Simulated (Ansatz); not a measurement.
A geometry of ZnCu away from equilibrium: step 2 of the relaxation of a relaxed ZnCu cell, doubled along one cell vector, shaken by Gaussian noise of σ = 0.08 Å a coordinate. Level of theory: PBEsol (plane waves to 420 eV, PAW, scalar-relativistic; Ansatz, a first-principles code). Γ-centred k-mesh 10×14×8 on the run's cell (coarser than for final values), Fermi–Dirac smearing 0.05 eV.

```xyz
4
Lattice="-1.2774 2.1408 2.4987 1.2553 -2.1489 2.4945 2.5347 4.2859 -5.0113" Properties=species:S:1:pos:R:3:forces:R:3 pbc="T T T" free_energy=-19738.730 pressure_GPa=0.7
Cu     0.0002    -0.0150    -0.0059   -0.0356    0.2224    0.0101
Cu     1.2066     2.0192    -2.6834    0.2700    0.7159   -0.0539
Zn    -0.0124    -0.0345     2.4539   -0.0795   -0.4743    0.3264
Zn     1.3028     2.1638    -0.1561   -0.1549   -0.4642   -0.2827
```

Positions in Å, forces in eV/Å, free energy of the cell in eV (comparable only within this code, potentials and settings). Largest force: 0.77 eV/Å, on Cu2 (atoms numbered as listed); the geometry lies 0.26 eV/atom above the end of its relaxation.

No spin polarisation in the result.

The end of the path is a generated cell of ZnCu: the first start was made by placing the elements on the sites of a structure type, and the end was not matched to a known phase here, so it may be hypothetical. Known forms of ZnCu include space group No. 221.
